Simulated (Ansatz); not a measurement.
## Notes on ScBe$_{2}$Al$_{2}$

```yaml
crystal:
  lattice:
    - [0.00000, 3.81857, 0.00000]
    - [3.81857, 0.00000, 0.00000]
    - [1.90929, 1.90929, -4.90000]
  atoms:
    - { symbol: Al, position: [0.75000, 0.25000, 0.50000] }
    - { symbol: Al, position: [0.25000, 0.75000, 0.50000] }
    - { symbol: Sc, position: [0.00000, 0.00000, 0.00000] }
    - { symbol: Be, position: [0.37800, 0.37800, 0.24400] }
    - { symbol: Be, position: [0.62200, 0.62200, 0.75600] }
```

The numbers come from plane-wave PAW DFT (Ansatz): PBE, no spin polarisation, 420 eV, 9×9×9 Γ-centred k points, fermi-dirac occupations (width 0.1 eV). Nothing was relaxed.

(1) How is the charge shared?

(2) What happens at the Fermi level?

(3) Is it stable against the elements?

(4) Which atom feels the largest force, and which way?

(5) What does the stress say?

Origin: a known structure type with other elements, at an estimated volume, so it need not be a known compound. Caveats: atoms or cell far from equilibrium.

## Answers

(1) Bader charges in e: Sc +1.43, Be -1.53, Al +0.82. In the mean Sc gives up most and Be takes most.

(2) It is a metal, with about 1.5 states/eV a cell as the mean within 0.25 eV of the Fermi level, mostly Sc d (44 %) and Al p (24 %).

(3) -0.14 eV an atom against the elements' usual phases (free molecules for gases, crystals otherwise, with no correction for O₂ or N₂), so it is bound against them; other compounds may still compete. Relaxing would lower it.

(4) The largest is on Be4 (and as large on other atoms): 2.21 eV/Å, components (0.00, 0.00, 2.21). It makes 123° with the line to a nearest neighbour, Al1 at 2.28 Å.

(5) The pressure is 3.9 GPa (compression positive), so with the atoms held at these fractions the cell would first expand; the forces are large, so a full relaxation may end otherwise. The principal stresses 0.7, 5.6, 5.6 GPa differ, so its shape would change too.
